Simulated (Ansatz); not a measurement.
Space group P2_13 (No. 198). a = 4.686 Å, b = 4.686 Å, c = 4.686 Å, α = 90.00°, β = 90.00°, γ = 90.00°
| atom | site | symmetry | x | y | z |
| --- | --- | --- | --- | --- | --- |
| Be | 4a | .3. | 0.8462 | 0.8462 | 0.8462 |
| Au | 4a | .3. | 0.1538 | 0.1538 | 0.1538 |

Equation of state of this BeAu structure (not necessarily the ground state), with shape and atoms relaxed at each volume where symmetry leaves them free. It has no gap at any of these volumes. These are results of DFT r2SCAN, scalar-relativistic, plane waves, PAW in Ansatz 0.2.0, not measurements.

Cutoff 500 eV; k points 8×8×8 on the computed 8-atom cell (Γ-centred); Gaussian smearing, width 0.10 eV; no spin polarisation.

```
V (Å³/atom) E − E(largest V) (meV/atom) P (GPa)
     11.317                        64.65    27.69
     11.703                         8.94    18.88
     12.088                       -27.28    11.46
     12.474                       -47.11     5.25
     12.860                       -53.19     0.01
     13.246                       -47.71    -4.39
     13.632                       -32.55    -8.08
     14.146                         0.00   -12.06
```

Task: Fit a third-order Birch–Murnaghan equation to E(V).

Result: V0 = 12.86 Å³/atom, B0 = 159 GPa, B0' = 4.8.

Spin-orbit coupling is left out, which matters for the bands of heavy elements.

Cost: 8 runs of about 14 core-minutes in all, on Oxide Virtual Turin-like Processor (Zen 5) (shared hosts).